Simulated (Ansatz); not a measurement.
SnO$_{2}$:
```
SnO2
1.0
    3.59276     0.00000     0.00000
    0.00000     3.59276     0.00000
    0.00000     0.00000     5.53192
Sn O
2 4
Direct
  0.00000   0.00000   0.00000
  0.50000   0.50000   0.50000
  0.00000   0.50000   0.17682
  0.00000   0.50000   0.67682
  0.50000   0.00000   0.32318
  0.50000   0.00000   0.82318
```

Relaxed with PBE. Special points in fractions of this cell's reciprocal vectors: Γ (0.000, 0.000, 0.000); X (0.000, 0.500, 0.000); M (0.500, 0.500, 0.000); Z (0.000, 0.000, 0.500); R (0.000, 0.500, 0.500); A (0.500, 0.500, 0.500).

Q: List the band energies nearest the valence-band maximum at these points for DFT-PBE in the program Ansatz with PAW potentials.

A: In eV from the valence-band maximum; about four levels below and three above (degenerate sets whole), none deeper than 8.9 eV; … stands for higher levels left out; points with the same levels are listed once.

```tsv
k	below	above
Γ	-0.93 -0.41 -0.05 -0.05	0.79 4.01 7.23
X	-1.04 -1.04 -0.50 -0.50	4.31 4.31 7.67 7.67
M	-0.42 -0.42 0.00 0.00	5.53 5.53 7.23 7.23
Z	-1.08 -1.08 0.00 0.00	3.28 3.28 6.54 6.54
R	-1.18 -1.18 -1.16 -1.16	4.54 4.54 8.38 8.38
A	-0.41 -0.41 -0.37 -0.37	5.82 5.82 …
```

Space group P4_2/nmc. A made-up cell: these elements were put on the sites of a structure type; neither database checked (COD, Materials Project) lists it. It is not the phase usual at ambient conditions (space group No. 136). The cell was relaxed with PBE under the symmetry of its start; whether a distortion lowers the energy is not shown. Spin–orbit coupling is left out wherever it is not named.

Potentials: the later of the program's two PAW sets.
